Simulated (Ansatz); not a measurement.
All numbers below come from DFT PBE, scalar-relativistic, plane waves, PAW (Ansatz). All cells share a 420 eV cutoff and Γ-centred k meshes spaced at most about 0.3 Å⁻¹ (about 0.25 or finer for metals, 2π included). No spin polarisation in the final relaxations.

These are static total energies at zero pressure.

Two relaxed structures of Zn3C:

1.

```xyz
4
Lattice="3.0994 0.0000 0.0000 -1.5497 2.6841 0.0000 0.0000 0.0000 6.5925" Properties=species:S:1:pos:R:3 pbc="T T T"
Zn    0.0000    0.0000    3.2962
Zn    1.5497    0.8947    1.2223
Zn    1.5497    0.8947    5.3701
C     0.0000    0.0000    0.0000
```

2.

```xyz
4
Lattice="-2.4418 2.4418 2.4418 2.4418 -2.4418 2.4418 2.4418 2.4418 -2.4418" Properties=species:S:1:pos:R:3 pbc="T T T"
Zn    2.4418    0.0000    0.0000
Zn    0.0000    2.4418    0.0000
Zn    0.0000    0.0000    2.4418
C     0.0000    0.0000    0.0000
```

Problem. Which would you expect to be lower, and how large is the difference?

Solution. Cell 1 is lower, by 0.33 eV/atom. Cell 1 has space group P-6m2 (No. 187), 13.7 Å³/atom and no gap on its mesh; cell 2 has space group Im-3m (No. 229), 14.6 Å³/atom and no gap. Counting Zn atoms around C (those within 1.25 times the shortest such distance or 1.15 times the sum of covalent radii; the shortest distance is added where it is long for a bond), cell 1 has C 6 and cell 2 has C 6 from 2.4 Å. The denser one is the lower, and pressure would at first widen the difference. Even the lower one lies +0.86 eV/atom against the reference forms of the elements (uncorrected), so neither is stable at this level. Both come from invented guesses. A third cell relaxed alike, in P6_3/mmc, lies 65 meV/atom below the lower of the two.

Cells relaxed within their symmetry can be saddle points.
